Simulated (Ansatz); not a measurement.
AgAuO2:
```yaml
crystal:
  lattice:
    - [5.66032, 0.00000, 0.00000]
    - [0.00000, 3.85444, 0.00000]
    - [-1.38076, 0.00000, 5.30067]
  atoms:
    - { symbol: Ag, position: [0.50000, 0.50000, 0.00000] }
    - { symbol: Ag, position: [0.50000, 0.00000, 0.50000] }
    - { symbol: Au, position: [0.00000, 0.50000, 0.50000] }
    - { symbol: Au, position: [0.00000, 0.00000, 0.00000] }
    - { symbol: O, position: [0.19795, 0.20613, 0.77971] }
    - { symbol: O, position: [0.80205, 0.79387, 0.22029] }
    - { symbol: O, position: [0.80205, 0.70613, 0.72029] }
    - { symbol: O, position: [0.19795, 0.29387, 0.27971] }
```

Plane-wave PAW r²SCAN (Ansatz code) gives a gap of 0.80 eV without spin–orbit coupling, maximum at Γ, minimum off the standard path, at k = (0.323, 0.000, -0.354).

What happens when spin–orbit coupling is switched on?

The gap goes up by 0.03 eV, to 0.83 eV; maximum at Γ, minimum off the standard path, at k = (0.318, 0.000, -0.354).

Give the electron effective mass with spin–orbit coupling.

0.36, 1.1, 4.6 mₑ (principal values).

Give the hole effective mass with spin–orbit coupling.

0.66, 0.94, 3.4 mₑ (principal values).

Space group P2_1/c. The workflow started from a Materials Project entry (that database holds measured and hypothetical structures alike); the Crystallography Open Database copy checked does not list it. Whether it is the stable phase at ambient conditions was not checked. The r²SCAN relaxation kept the symmetry of its start; its stability against distortions is not shown here. No spin polarisation was allowed.

Potentials: the later of the program's two PAW sets.
